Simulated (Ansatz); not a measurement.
LiNbO₃:
```yaml
crystal:
  lattice:
    - [2.56711, 1.48212, 4.60888]
    - [-2.56711, 1.48212, 4.60888]
    - [0.00000, -2.96425, 4.60888]
  atoms:
    - { symbol: Li, position: [0.70674, 0.70674, 0.70674] }
    - { symbol: Li, position: [0.20674, 0.20674, 0.20674] }
    - { symbol: Nb, position: [0.98909, 0.98909, 0.98909] }
    - { symbol: Nb, position: [0.48909, 0.48909, 0.48909] }
    - { symbol: O, position: [0.87834, 0.26896, 0.62749] }
    - { symbol: O, position: [0.62749, 0.87834, 0.26896] }
    - { symbol: O, position: [0.26896, 0.62749, 0.87834] }
    - { symbol: O, position: [0.76896, 0.37834, 0.12749] }
    - { symbol: O, position: [0.37834, 0.12749, 0.76896] }
    - { symbol: O, position: [0.12749, 0.76896, 0.37834] }
```

Tensor components refer to the Cartesian frame of this cell.

**Question.** Give the proper piezoelectric stress tensor with relaxed ions from plane-wave PAW PBEsol (Ansatz code).

**Answer.** In C/m², rows x, y, z, Voigt columns; mesh uncertainty up to 0.01.
```
 0.00   0.00   0.00   0.00  -3.79   2.59
 2.59  -2.59   0.00  -3.79   0.00   0.00
-0.34  -0.34  -1.73   0.00   0.00   0.00
```

The elastic tensor of the same run (GPa):

|  | 1 | 2 | 3 | 4 | 5 | 6 |
|---|---|---|---|---|---|---|
| 1 | 198 | 59.9 | 68.5 | 9.6 | 0.0 | 0.0 |
| 2 | 59.9 | 198 | 68.5 | -9.6 | 0.0 | 0.0 |
| 3 | 68.5 | 68.5 | 233 | 0.0 | 0.0 | 0.0 |
| 4 | 9.6 | -9.6 | 0.0 | 58.1 | 0.0 | 0.0 |
| 5 | 0.0 | 0.0 | 0.0 | 0.0 | 58.1 | 9.6 |
| 6 | 0.0 | 0.0 | 0.0 | 0.0 | 9.6 | 69.0 |

**Question.** Convert to strain constants d = e·S.

**Answer.** In pC/N:
```
  0.0    0.0    0.0    0.0  -73.0   47.7
 23.9  -23.9    0.0  -73.0    0.0    0.0
  0.8    0.8   -7.9    0.0    0.0    0.0
```

Space group R3c. The PBEsol relaxation kept the symmetry of its start. The run is not spin-polarised. Signs of piezoelectric constants follow the polarity of the cell as given.

Potentials: the earlier of the program's two PAW sets. The files were generated under PBE; for other functionals the program regenerates the frozen cores, and for LDA and PBEsol the local potential too.
